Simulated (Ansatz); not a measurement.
Clamped-ion strain scan in Rh

Computed with Ansatz 0.2.0, DFT PBEsol, scalar-relativistic, plane waves, PAW. Cutoff 420 eV, Γ-centred 18×18×12 k-points, Gaussian smearing of 0.15 eV. No spin polarisation. Energies are free energies at this smearing, counted from the undisturbed cell; pressure is positive in compression.

The undisturbed cell (as given, not relaxed at this level; it stands at -13.7 GPa; this form isn't the usual structure):

```yaml
crystal:
  lattice:
    - [2.73098, 0.00000, 0.00000]
    - [-1.36549, 2.36510, 0.00000]
    - [0.00000, 0.00000, 4.42849]
  atoms:
    - { symbol: Rh, position: [0.66667, 0.33333, 0.75000] }
    - { symbol: Rh, position: [0.33333, 0.66667, 0.25000] }
```

The cell is strained by ε times the Voigt pattern (1, 0, 0, 0, 0, 0) (xx, yy, zz, yz, xz, xy; engineering shear) with fractional coordinates fixed. The cell is metallic on the mesh throughout. At -14 GPa the given cell is far from its own equilibrium, so these figures belong to a strongly strained crystal.

**Question.** Over the sampled range (-0.1000 to 0.1000), is the undisturbed cell the lowest point?

**Answer.** No: the energy is lower at ε = -0.0250, -17.3 in ΔE (meV/atom).

**Question.** Which end lies higher in energy, -0.1000 or +0.1000?

**Answer.** +0.1000: 233.9 against 140.1.

The scan:

```tsv
ε	ΔE (meV/atom)
-0.1000	140.1
-0.0750	43.4
-0.0500	-5.6
-0.0250	-17.3
0.0000	0.0
0.0250	39.1
0.0500	94.1
0.0750	160.4
0.0875	196.4
0.1000	233.9
```